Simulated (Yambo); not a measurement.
Material: Sr$_{2}$OsH$_{6}$ (space group Fm-3m, No. 225); a = 5.3914 Å, b = 5.3914 Å, c = 5.3914 Å, α = 60.00°, β = 60.00°, γ = 60.00° (9 atoms in the cell). The geometry is that of Materials Project entry mp-1078677, symmetrised and not relaxed again.

With PBEsol (pw.x of Quantum ESPRESSO, ONCV potentials, without SOC), the gap between the mesh's edge points (Γ → X) is 2.319 eV.

### Question
Estimate the G0W0 gap between the same points from Yambo (4×4×4 Γ-centred k mesh, bands 5 to 159 and a 7 Ry block in the screening, 159 bands in G with the Bruneval-Gonze terminator, plasmon pole fitted at 27.2 eV).

### Answer
The correction is 1.314 eV, giving 3.634 eV, 1.6 times the PBEsol value.  Nearest settings tried, and what they do to the gap: 123 bands in W, 123 bands in G: -7 meV; 6 Ry block (181 vectors against 283): -26 meV; 2×2×2 mesh: -41 meV. So the settings aren't converged at that level. Spin-orbit coupling is left out, which matters for elements this heavy: edges can move by tenths of an eV.

The structure is a Materials Project entry; no match was found in the copy of COD used, and its stability was not checked.
